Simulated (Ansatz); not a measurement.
AlN in space group P4_2/mnm (No. 136; Al on 4g, N on 4f), DFT-r²SCAN in the program Ansatz with PAW potentials, all energies at zero smearing, with the estimated change up to a 700 eV cutoff added, with one set of potentials and settings (totals compare only within such a set). Cell of 8 atoms (4 Al, 4 N): -3713.699 eV.

| element | reference phase | E (eV/atom) |
|---|---|---|
| Al | Fm-3m, 1 atoms in the cell | -540.4106 |
| N | Pa-3, 8 atoms in the cell | -384.8341 |

Formation energy per atom, worked out: (-3713.699 − 4×(-540.4106) − 4×(-384.8341))/8 = -1.590 eV/atom (-153 kJ per mol of atoms), at 0 K, without zero-point energy or fitted corrections.

The start of the workflow was typed in or built on a structure type; neither database checked (COD, Materials Project) lists it. It is not the phase usual at ambient conditions (space group No. 186, 216). The r²SCAN relaxation kept the symmetry of its start; whether a distortion lowers the energy is not shown. The references are the lowest solids computed at this level, not always the standard phases (solids in place of the gases).

Potentials: the earlier of the program's two PAW sets. The files were generated under PBE; for other functionals the program regenerates the frozen cores, and for LDA and PBEsol the local potential too.
